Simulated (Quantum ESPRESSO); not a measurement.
Kohn-Sham bands of SrO (rock salt)

```
CELL_PARAMETERS angstrom
      0.00000     2.58379     2.58379
      2.58379     0.00000     2.58379
      2.58379     2.58379     0.00000
ATOMIC_POSITIONS crystal
  Sr 0.50000 0.50000 0.50000
  O  0.00000 0.00000 0.00000
```

Structure: Materials Project mp-2472, symmetrised, not relaxed again. COD (Crystallography Open Database) has an entry of this formula and space group (matched by these alone). Computed values, not measurements, from PBEsol: Quantum ESPRESSO (norm-conserving PseudoDojo potentials, cutoff 68 Ry, no spin polarisation, no spin-orbit coupling) on a Γ-centred 10×10×10 mesh, then Wannier90. Density: 10×10×10 mesh, cold smearing 0.01 Ry.

Energies are relative to the valence-band maximum; weights are on the orthonormalised atomic waves of the pseudopotential files, averaged over the group. 16 electrons a cell are treated as valence.

```tsv
bands	from (eV)	to (eV)	filling	weight on atomic waves
1	-32.23	-32.06	filled	___
2–5	-16.43	-12.72	filled	___
6–8	-2.16	0.00	filled	___
```

Which atomic shells make up each group?


- 1, weight on atomic waves: Sr 4s 97 %
- 2–5, weight on atomic waves: Sr 4p 74 %, O 2s 23 %
- 6–8, weight on atomic waves: O 2p 89 %, Sr 5s 4 %

The Kohn-Sham gap over both meshes and the path is 3.22 eV.
